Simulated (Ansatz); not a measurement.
SiO₂ in space group P3_121 (No. 152; Si on 3b, O on 6c), the program Ansatz at the PBEsol level (PAW). The conduction-band minimum lies at Γ, with 1 equivalent valley. Second derivatives d²E/dk² of the lowest band at one valley (eV·Å²), along Cartesian directions:

```tsv
direction	d²E/dk²
[100]	15.22
[010]	15.22
[001]	15.62
[110]	15.22
[101]	15.42
[011]	15.42
```

Task: Find the principal effective masses, the density-of-states mass and the conductivity mass.

Result: Off-diagonal terms follow from H_xy = H[110] − (H_xx + H_yy)/2, and m*/mₑ = 7.620 eV·Å² over each eigenvalue: 0.49, 0.50, 0.50. One valley's DOS mass (m₁m₂m₃)^(1/3) = 0.50, conductivity mass 3/(Σ 1/mᵢ) = 0.50 mₑ.

Task: What effective density of states Nc follows at 300 K for parabolic valleys?

Result: Nc = 2.509e19 × 1 × (0.50)^(3/2) ≈ 8.9e18 cm⁻³.

The cell was relaxed with PBEsol under the symmetry of its start.

Potentials: the later of the program's two PAW sets.

Edges and masses are those of Kohn–Sham bands, whose gap is no quasiparticle gap.
